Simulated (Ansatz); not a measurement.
GaIr3N:
```yaml
crystal:
  lattice:
    - [4.09346, 0.00000, 0.00000]
    - [0.00000, 4.09346, 0.00000]
    - [0.00000, 0.00000, 4.09346]
  atoms:
    - { symbol: Ga, position: [0.00000, 0.00000, 0.00000] }
    - { symbol: Ir, position: [0.00000, 0.50000, 0.50000] }
    - { symbol: Ir, position: [0.50000, 0.00000, 0.50000] }
    - { symbol: Ir, position: [0.50000, 0.50000, 0.00000] }
    - { symbol: N, position: [0.50000, 0.50000, 0.50000] }
```

Relaxed with PBE. Special points in fractions of this cell's reciprocal vectors: Γ (0.000, 0.000, 0.000); X (0.000, 0.500, 0.000); M (0.500, 0.500, 0.000); R (0.500, 0.500, 0.500).

Problem. List the band energies nearest the Fermi level at these points for plane-wave PAW PBE (Ansatz code).

Solution. In eV from the Fermi level; about four levels below and three above (degenerate sets whole), none deeper than 8.9 eV; points with the same levels are listed once.

```csv
k,below,above
Γ,-1.95 -1.95 -1.95 -1.85 -1.85,0.33 0.33 0.33
X,-1.97 -1.35 -0.83 -0.83,0.33 1.01 1.98
M,-1.85 -1.18 -0.84 -0.18,0.66 0.66 1.41
R,-2.60 -2.60 -2.60 -1.27 -1.27,0.09 0.09 0.09
```

Space group Pm-3m (anti-perovskite). The start of the workflow was typed in or built on a structure type; neither database checked (COD, Materials Project) lists it. Its standing as an ambient phase is unchecked. The PBE relaxation kept the symmetry of its start; its stability against distortions is not shown here. The workflow began spin-polarised and lost its moments. The volume moved by 21 % from the start of the relaxation. Its formation energy is positive at this level, so the cell may be metastable or incomplete. Scalar-relativistic: spin–orbit coupling is off unless named, which matters more the heavier the elements.

Potentials: the later of the program's two PAW sets.
